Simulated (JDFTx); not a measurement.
Pb(110) slab cut from bulk Pb (space group Fm-3m, indices of the conventional cell, lattice of the Materials Project entry mp-20483, not re-optimised): 8 atoms in 8 planes, a 1x1 cell of 17.60 Å² (|a| = 3.528, |b| = 4.990 Å), 12.3 Å between the outermost planes, cell height 28.3 Å, 6×4×1 k mesh, Fermi smearing 0.01 Ha, no spin polarisation.

Computed with JDFTx (a modified build): PBE, GBRV ultrasoft potentials, plane waves to 20/100 Ha. Vacuum. The outer atoms relax from bulk positions, keeping the cell's symmetry; the lattice is not PBE's own optimum in this code, and that strain can shift the moves by a few hundredths of an ångström. Input:

```
lattice \
  6.6671736562 0.0000000000 0.0000000000 \
  0.0000000000 9.4288073961 0.0000000000 \
  0.0000000000 0.0000000000 53.4792493269
coords-type Lattice
ion Pb 0.5000000000 0.5000000000 -0.2181697390 1
ion Pb 0.0000000000 0.0000000000 -0.1558355280 0
ion Pb 0.5000000000 0.5000000000 -0.0935013170 0
ion Pb 0.0000000000 0.0000000000 -0.0311671060 0
ion Pb 0.5000000000 0.5000000000 0.0311671060 0
ion Pb 0.0000000000 0.0000000000 0.0935013170 0
ion Pb 0.5000000000 0.5000000000 0.1558355280 0
ion Pb 0.0000000000 0.0000000000 0.2181697390 1
ion-species pseudo/pb_pbe_v1.upf
elec-cutoff 20 100
elec-ex-corr gga-PBE
coulomb-interaction Slab 001
coulomb-truncation-embed 0 0 0
kpoint-folding 6 4 1
elec-smearing Fermi 0.01
lcao-params 10
elec-n-bands 72
electronic-scf nIterations 100 energyDiffThreshold 1e-07
ionic-minimize nIterations 10 energyDiffThreshold 1e-5 knormThreshold 4e-4
dump-name vac.$VAR
dump End State Ecomponents EigStats BandEigs Forces ElecDensity IonicPositions Fillings Kpoints Dtot
```

Task: How far do the free atoms of the upper face move along the normal, and how much energy is released?

Result: Pb (atom 8) -0.13 Å (positive: outward). The free energy falls by 0.055 eV per cell, 25 mJ/m².
